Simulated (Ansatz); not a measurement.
Space group I4_1/amd:1 (No. 141). a = 7.028 Å, b = 7.028 Å, c = 5.244 Å, α = 90.00°, β = 90.00°, γ = 90.00°
| atom | site | symmetry | x | y | z |
| --- | --- | --- | --- | --- | --- |
| As | 8c | .2/m. | 0.0000 | 0.7500 | 0.1250 |
| Se | 4b | -4m2 | 0.0000 | 0.0000 | 0.5000 |

Equation of state of this As$_{2}$Se structure (not necessarily the ground state), with shape and atoms relaxed at each volume where symmetry leaves them free. It has no gap at any of these volumes. These are results of Ansatz, DFT r2SCAN, scalar-relativistic, plane waves, PAW, not measurements.

Cutoff 500 eV; k points 8×8×8 on the computed 6-atom cell (Γ-centred); Gaussian smearing, width 0.10 eV; no spin polarisation.

```json
{"V (Å³/atom)": "20.291", "E − E(largest V) (meV/atom)": "3.59", "P (GPa)": "5.15"}
{"V (Å³/atom)": "20.938", "E − E(largest V) (meV/atom)": "-11.49", "P (GPa)": "2.38"}
{"V (Å³/atom)": "21.586", "E − E(largest V) (meV/atom)": "-16.13", "P (GPa)": "0.00"}
{"V (Å³/atom)": "22.234", "E − E(largest V) (meV/atom)": "-11.87", "P (GPa)": "-2.04"}
{"V (Å³/atom)": "22.881", "E − E(largest V) (meV/atom)": "0.00", "P (GPa)": "-3.78"}
```

Question: Fit a third-order Birch–Murnaghan equation to E(V).

Answer: V0 = 21.58 Å³/atom, B0 = 73 GPa, B0' = 4.2.